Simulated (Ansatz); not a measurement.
AlWO₄:
```
CELL_PARAMETERS angstrom
      3.17286    -3.32399     0.00000
      3.17286     3.32399     0.00000
      0.00000     0.00000     2.81794
ATOMIC_POSITIONS crystal
  Al 0.50000 0.50000 0.00000
  W  0.00000 0.00000 0.50000
  O  0.30037 0.30037 0.50000
  O  0.69963 0.69963 0.50000
  O  0.78556 0.21444 0.00000
  O  0.21444 0.78556 0.00000
```

Relaxed with PBEsol. Special points in fractions of this cell's reciprocal vectors: Γ (0.000, 0.000, 0.000); Y (-0.500, 0.500, 0.000); C0 (-0.478, 0.522, 0.000); Σ0 (0.478, 0.478, 0.000); Z (0.000, 0.000, 0.500); A0 (0.478, 0.478, 0.500); E0 (-0.478, 0.522, 0.500); T (-0.500, 0.500, 0.500); S (0.000, 0.500, 0.000); R (0.000, 0.500, 0.500).

Q: List the band energies nearest the Fermi level at these points for plane-wave PAW PBEsol with spin–orbit coupling (Ansatz code).

A: In eV from the Fermi level; about four levels below and three above (degenerate sets whole), none deeper than 8.9 eV; points with the same levels are listed once.

```json
[
 {"k": "Γ", "below": "-2.20 -2.20 -1.86 -1.86", "above": "1.17 1.17 1.66 1.66"},
 {"k": "Y", "below": "-3.54 -3.54 -1.62 -1.62", "above": "1.28 1.28 2.39 2.39"},
 {"k": "C0", "below": "-3.54 -3.54 -1.62 -1.62", "above": "1.28 1.28 2.38 2.38"},
 {"k": "Z", "below": "-4.08 -4.08 -3.55 -3.55", "above": "0.96 0.96 1.22 1.22"},
 {"k": "A0", "below": "-2.95 -2.95 -0.15 -0.15", "above": "0.58 0.58 2.71 2.71"},
 {"k": "T", "below": "-2.95 -2.95 -0.16 -0.16", "above": "0.58 0.58 2.71 2.71"},
 {"k": "S", "below": "-3.02 -3.02 -1.58 -1.58", "above": "1.08 1.08 1.72 1.72"},
 {"k": "R", "below": "-3.68 -3.68 -3.47 -3.47", "above": "0.08 0.08 0.56 0.56"}
]
```

Space group Cmmm. The first step of the workflow began from a Materials Project structure, measured or hypothetical; the Crystallography Open Database copy checked does not list it. COD files the formula under space group No. 12, so this cell is another polymorph or a model. Its standing as an ambient phase is unchecked. Symmetry was held in the PBEsol relaxation; whether a distortion lowers the energy is not shown. The run is not spin-polarised. No Hubbard U is applied. With an odd number of electrons in the cell and no spin polarisation, the count alone makes it a metal.

Potentials: the later of the program's two PAW sets.
